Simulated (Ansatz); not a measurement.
**Structures of SbPt: which is lowest?**

Plane-wave DFT in Ansatz with scalar-relativistic PAW potentials, cutoff 500 eV, Γ-centred meshes chosen by cell and gap, Gaussian smearing with energies taken to zero width. Every cell was relaxed (cell and atoms) in a run of its own, within the symmetry of its start. Functional: r2SCAN.

Relaxed structures (starts from databases or built by putting these elements on another compound's sites):
A. P6_3/mmc, 4 atoms in the computed cell, a = 4.181 Å, c = 5.519 Å; sites (symmetry × multiplicity) Sb -6m2 × 2, Pt -3m. × 2; start: database
B. Pm-3m, 2 atoms in the computed cell, a = 3.398 Å; sites (symmetry × multiplicity) Sb m-3m × 1, Pt m-3m × 1; start: built

Problem. Rank them by energy. Could pressure change the order?

Solution.
| structure | group | E − E(lowest) (meV/atom) | V (Å³/atom) | gap on mesh (eV) |
| --- | --- | --- | --- | --- |
| A | P6_3/mmc | 0.0 | 20.89 | 0.00 |
| B | Pm-3m | 443 | 19.61 | 0.00 |

A is lowest, 443 meV/atom under B. B is denser by 1.28 Å³/atom, so pressure favours it: ΔE/ΔV, with ΔE in eV and 1 eV/Å³ = 160.2 GPa, gives about 55 GPa for equal enthalpy if both cells were rigid; at such pressures compression changes ΔV much, so this is a scale only. Other structures may lie lower than all of these, and vibrations aren't counted.

Spin-orbit coupling is left out, which matters for the bands of heavy elements.